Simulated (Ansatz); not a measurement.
Q: Name crystals whose computed values (r²SCAN (plane waves, PAW; program Ansatz)) fall in these windows: highest Γ mode, no LO–TO term (cm⁻¹) 720 to 890; Θ_D (K) 900 to 1100.

A: 

| crystal | highest Γ mode, no LO–TO term (cm⁻¹) | Θ_D (K) |
|---|---|---|
| TiB, Pnma (Ti on 4c, B on 4c) | 772 | 985 |
| BP, zinc blende | 819 | 1100 |
| Al2O3, bixbyite | 824 | 972 |
| AlN, P6_3mc (Pearson symbol hP12) | 885 | 964 |
| AlN, P6_3mc (Al on 2a, Al on 2b, N on 2a, N on 2b) | 853 | 964 |
Others may fit too.

Built on a structure type that need not be the filed one of that space group: Al2O3, bixbyite; AlN, P6_3mc (Pearson symbol hP12); AlN, P6_3mc (Al on 2a, Al on 2b, N on 2a, N on 2b). Not the usual ambient phase: Al2O3, bixbyite; AlN, P6_3mc (Pearson symbol hP12); AlN, P6_3mc (Al on 2a, Al on 2b, N on 2a, N on 2b). Standing as an ambient phase not checked: TiB, Pnma (Ti on 4c, B on 4c). All cells were relaxed under the symmetry of their starts (and spin orders); stability against distortions was not tested throughout. Rows with no word on spin ran without spin polarisation.

Potentials: the later of the program's two PAW sets.
